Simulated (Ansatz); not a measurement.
Yb (dhcp): energy against volume

Computed with DFT, PBEsol, plane waves (420 eV) with PAW, scalar-relativistic (Ansatz). (PAW data from PBE, frozen cores regenerated.)

The cell is scaled uniformly from the relaxed one, with fractional coordinates and shape fixed. Energies are extrapolated to zero smearing, pressures are those at the given smearing. Magnetic state: spin not included.

A Birch-Murnaghan fit gives V₀ = 32.39 Å³/atom, B₀ = 21 GPa, B₀′ = 3.6.

(1) What are the energy above the minimum and the pressure at 29.930 Å³/atom?

(2) What are the energy above the minimum and the pressure at 35.135 Å³/atom?

(3) What are the energy above the minimum and the pressure at 36.436 Å³/atom?

## Answers

(1) 13.8 meV/atom and 2.00 GPa as computed.

(2) 13.5 meV/atom and -1.40 GPa as computed.

(3) 27.6 meV/atom and -1.92 GPa as computed.
